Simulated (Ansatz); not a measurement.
# HfSnO4: rattling a relaxed structure

The cell was found from a structure generator's guess, not taken from experiment.

Theory: DFT PBE, scalar-relativistic, plane waves, PAW (Ansatz 0.2.0). Plane waves to 420 eV, a k mesh through Γ of 6×6×8 on the computed 6-atom cell and Gaussian smearing (0.02 eV); no spin polarisation.

The cell below (6 atoms, space group Cmmm (No. 65)) is relaxed within its symmetry.

```cif
data_structure
_symmetry_space_group_name_H-M 'P 1'
_symmetry_Int_Tables_number 1
_cell_length_a 4.8677
_cell_length_b 4.8677
_cell_length_c 3.2276
_cell_angle_alpha 90.000
_cell_angle_beta 90.000
_cell_angle_gamma 90.429
_cell_volume 76.48
loop_
_atom_site_label
_atom_site_type_symbol
_atom_site_fract_x
_atom_site_fract_y
_atom_site_fract_z
_atom_site_occupancy
Hf1 Hf 0.50000 0.50000 0.50000 1
Sn1 Sn 0.00000 0.00000 0.00000 1
O1 O 0.69435 0.69435 0.00000 1
O2 O 0.80564 0.19436 0.50000 1
O3 O 0.19436 0.80564 0.50000 1
O4 O 0.30565 0.30565 0.00000 1
```

For the test a repeat of it with 12 atoms (edges 4.87, 4.87, 6.46 Å) was strained at random (σ = 1.5 % a component), the atoms were moved at random (σ = 0.05 Å), and all was relaxed again on a coarse 4×4×2 mesh (in the run’s order of axes) with 0.10 eV smearing, with no symmetry imposed.

Spin–orbit coupling, which can matter for Hf, is left out.

**Question.** Is the structure stable against such a distortion?

**Answer.** It returns, within 1 meV/atom of the unmoved cell on that mesh and with the same symmetry when read at 0.1 Å. No instability shows in this cell; modes of other wave vectors, which need another repeat, aren't tested.
